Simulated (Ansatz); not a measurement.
Crystals of one structure type (zinc blende) and one family of elements, relaxed and computed with PBE in the plane-wave PAW code Ansatz.

| crystal | V (Å³/atom) | K_Hill (GPa) |
|---|---|---|
| BN | 5.95 | 371 |
| BP | 11.76 | 162 |
| GaP | 20.86 | 76.8 |
| AlP | 20.88 | 82.7 |
| AlAs | 23.50 | 67.3 |
| GaAs | 23.70 | ? |
| InP | 26.45 | 59.6 |

Question: Fit a straight line to ln K against ln V and predict the withheld value.

Answer: Least squares on the 6 shown rows: ln K = -1.23 × ln V + (8.111), with a scatter of 2 %. For GaAs this gives 67.9. The run itself gave 61.2, outside the scatter: the line misses something about this case.

All cells were relaxed under the symmetry of their starts (and spin orders); stability against distortions was not tested throughout. Scalar-relativistic: spin–orbit coupling is off unless named, which matters more the heavier the elements.

Potentials: the later of the program's two PAW sets.
